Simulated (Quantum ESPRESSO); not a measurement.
Si7Al, a curve over one atom's position

Simulated, not a measurement. The program is pw.x of Quantum ESPRESSO 7.5 (plane-wave density functional theory). The cell is made up: 8 atoms on a zincblende/diamond lattice, with randomly drawn elements, strain and displacements, not relaxed. PseudoDojo standard norm-conserving files (v0.5 for PBE, v0.4.1 for LDA and PBEsol) set the functional; there is no spin polarisation, spin-orbit coupling or dispersion term, and the masses in the input are unused placeholders. A spin-polarised start on this cell or one of its family kept no moment.

Seven runs move atom 8 (Si, counted in the order of the input) along x and keep all else fixed.

Input of the run at +0.0043:

```
&control calculation='scf', pseudo_dir='./dojo.nc.sr.pbe.v0_5.standard.upf', outdir='./o', disk_io='medium', tprnfor=.true., tstress=.true. /
&system ibrav=0, nat=8, ntyp=2, nbnd=26, ecutwfc=39.98326253, nosym=.true., tot_charge=0,
 occupations='smearing', smearing='fd', degauss=0.0073498644
/
&electrons conv_thr=7.350e-09, electron_maxstep=60, /
ATOMIC_SPECIES
Al 1.0 Al.upf
Si 1.0 Si.upf
CELL_PARAMETERS angstrom
5.4759 0.0085 -0.03
0.0085 5.3675 -0.0808
-0.03 -0.0808 5.5047
ATOMIC_POSITIONS angstrom
Si 0.011 0.0263 0.0292
Si 0.0068 2.6241 2.7106
Al 2.7459 -0.0713 2.6972
Si 2.7112 2.683 -0.1096
Si 1.3608 1.3588 1.3619
Si 1.3326 3.9511 4.029
Si 4.0514 1.2952 4.0619
Si 4.1135 4.0096 1.3178
K_POINTS automatic
6 6 6 1 1 1
```

```
shift of atom 8 along x (Å)  free energy less that of the input shown (eV)  Fx on atom 8 (eV/Å)  Fy on atom 8 (eV/Å)  Fz on atom 8 (eV/Å)  pressure (GPa)  iterations
                    -0.1278                                         0.2291                2.485               -1.196               -1.592            4.87          10
                    -0.0627                                         0.0912                1.747               -0.986               -1.435            4.61           9
                    -0.0448                                         0.0617                1.541               -0.931               -1.395            4.55           9
                    -0.0170                                         0.0234                1.220               -0.847               -1.336            4.47           9
                    +0.0043                                         0.0000                0.973               -0.784               -1.293            4.42           9
                    +0.0584                                        -0.0356                0.342               -0.633               -1.192            4.34           9
                    +0.0963                                        -0.0402               -0.099               -0.532               -1.129            4.32           9
```

A cubic fit gives dFx/dx = -11.62 eV/Å² at zero shift. Across the table the free energy follows the integral of the force to within 0.1 meV. A rerun of one of the cells at 778 eV and a 8 x 8 x 8 mesh moved values by no more than 0.012 eV in energy, 0.08 GPa in stress and 0.015 eV/Å in force.